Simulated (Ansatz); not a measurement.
**Trial structures of Ti4C: starts and ends**

Theory: DFT PBE, scalar-relativistic, plane waves, PAW (Ansatz). Settings: cutoff 420 eV, Γ-centred meshes spaced at most about 0.3 Å⁻¹, and about 0.25 Å⁻¹ or finer for metals (2π included), Gaussian smearing. No spin polarisation in the final relaxations.

Each guess was relaxed in cell and atoms at zero pressure, within the symmetry of its start. Temperature and zero-point effects are left out. Coordination counts Ti atoms around C (those within 1.25 times the shortest such distance or 1.15 times the sum of covalent radii; a plus sign parts nearer from farther groups).

```csv
guess,made from,start group,V start (Å³/atom),end group,V end (Å³/atom),coordination at the end,gap on mesh (eV),E over the lowest end (meV/atom)
1,Ni4N type,Pm-3m,14.2,Pm-3m,15.1,C 6,0,0
2,random cell,P6/mmm,16.8,P6/mmm,16.6,C 2+6,0,722
3,SnI4 type,P-43m,15.3,P-43m,16.7,C 4,0,525
4,ScAg4 type,I4/m,12.4,?,?,?,?,?
```

Guess 4 as it starts:

```yaml
crystal:
  lattice:
    - [-2.92820, 2.92820, 1.81127]
    - [2.92820, -2.92820, 1.81127]
    - [2.92820, 2.92820, -1.81127]
  atoms:
    - { symbol: Ti, position: [0.19961, 0.59963, 0.79924] }
    - { symbol: Ti, position: [0.59963, 0.80039, 0.40002] }
    - { symbol: Ti, position: [0.40037, 0.19961, 0.59998] }
    - { symbol: Ti, position: [0.80039, 0.40037, 0.20076] }
    - { symbol: C, position: [0.00000, 0.00000, 0.00000] }
```

Question: Fill in the missing row: what does this guess relax into, and where does it rank?

Answer: It ends in space group I4/mmm (No. 139), with a = 7.126 Å, c = 2.840 Å, 14.4 Å³/atom and no gap. It lies 0.31 eV/atom over the lowest end, above guess 1 and below guess 3. Counting Ti atoms around C, this end has C 8 and the lowest (guess 1) has C 6.

Space group I4/mmm (No. 139). a = 7.126 Å, b = 7.126 Å, c = 2.840 Å, α = 90.00°, β = 90.00°, γ = 90.00°
```tsv
atom	site	symmetry	x	y	z
Ti	8j	m2m.	0.0000	0.7469	0.5000
C	2a	4/mmm	0.0000	0.0000	0.0000
```

The zero of energy is the elements' standard structures at the same level; no fitted shifts are applied.

Question: Is the lowest end bound against the elements?

Answer: Yes: its formation energy is −0.27 eV/atom. A negative formation energy is needed for stability but isn't enough: competing phases decide.

The reference form of C is held partly by dispersion forces, which this level lacks. Cells relaxed within their symmetry can be saddle points. A lower structure may well exist outside this small set. Some structure types and database cells were kept out of the candidates from the start, so a known form may be missing.
